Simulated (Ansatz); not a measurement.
YSi:
```xyz
4
Lattice="2.1168 -5.2273 0.0000 2.1168 5.2273 0.0000 0.0000 0.0000 3.8079" Properties=species:S:1:pos:R:3 pbc="T T T"
Y      2.1168     3.7597     2.8560
Y      2.1168    -3.7597     0.9520
Si     2.1168     0.7979     2.8560
Si     2.1168    -0.7979     0.9520
```

Relaxed with PBEsol. Special points in fractions of this cell's reciprocal vectors: Γ (0.000, 0.000, 0.000); Y (-0.500, 0.500, 0.000); C0 (-0.291, 0.709, 0.000); Σ0 (0.291, 0.291, 0.000); Z (0.000, 0.000, 0.500); A0 (0.291, 0.291, 0.500); E0 (-0.291, 0.709, 0.500); T (-0.500, 0.500, 0.500); S (0.000, 0.500, 0.000); R (0.000, 0.500, 0.500).

Problem. List the band energies nearest the Fermi level at these points for plane-wave PAW PBEsol with spin–orbit coupling (Ansatz code).

Solution. In eV from the Fermi level; about four levels below and three above (degenerate sets whole), none deeper than 8.9 eV; points with the same levels are listed once.

| k | below | above |
|---|---|---|
| Γ | -1.66 -1.66 -1.35 -1.35 | 0.20 0.20 0.78 0.78 |
| Y | -1.15 -1.15 -0.74 -0.74 | 1.43 1.43 1.76 1.76 |
| C0 | -2.20 -2.20 -1.85 -1.85 | 0.60 0.60 0.65 0.65 |
| Z | -1.01 -1.01 -1.01 -1.01 | 3.06 3.06 3.06 3.06 |
| A0 | -0.26 -0.26 -0.24 -0.24 | 2.33 2.33 2.34 2.34 |
| T | -0.10 -0.10 -0.10 -0.10 | 1.57 1.57 1.57 1.57 |
| S | -2.38 -2.38 -1.76 -1.76 | 0.36 0.36 0.83 0.83 |
| R | -0.42 -0.42 -0.42 -0.42 | 3.16 3.16 3.16 3.16 |

Space group Cmcm. The first step of the workflow began from a Materials Project structure, measured or hypothetical; the Crystallography Open Database copy checked does not list it. Whether it is the stable phase at ambient conditions was not checked. The cell was relaxed with PBEsol under the symmetry of its start; its stability against distortions is not shown here. No spin polarisation was allowed.

Potentials: the later of the program's two PAW sets.
